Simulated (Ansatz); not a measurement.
**Structure optimisation: sodium, dhcp**

All numbers below come from DFT, LDA (PW92), plane waves (420 eV) with PAW, scalar-relativistic (Ansatz 0.2.0). The PAW files were generated under PBE, with cores re-solved for the functional.

k-point mesh 10×10×3, Fermi-Dirac smearing 0.1 eV, no spin polarisation. Cell and atoms relax.

Starting structure:

```xyz
4
Lattice="3.7640 0.0000 0.0000 -1.8820 3.2598 0.0000 0.0000 0.0000 12.2934" Properties=species:S:1:pos:R:3 pbc="T T T"
Na    0.0000    0.0000    0.0000
Na    0.0000    0.0000    6.1467
Na    0.0000    2.1732    3.0733
Na    1.8820    1.0866    9.2200
```

**Question.** The pressure at the start is -0.9 GPa. By how much does the volume change?

**Answer.** From 37.71 to 33.48 Å³ per atom, -11.2 %. The final cell has a = 3.625 Å, c = 11.767 Å (c/a = 3.246).

**Question.** How much energy does the relaxation gain?

**Answer.** 13.0 meV per atom.
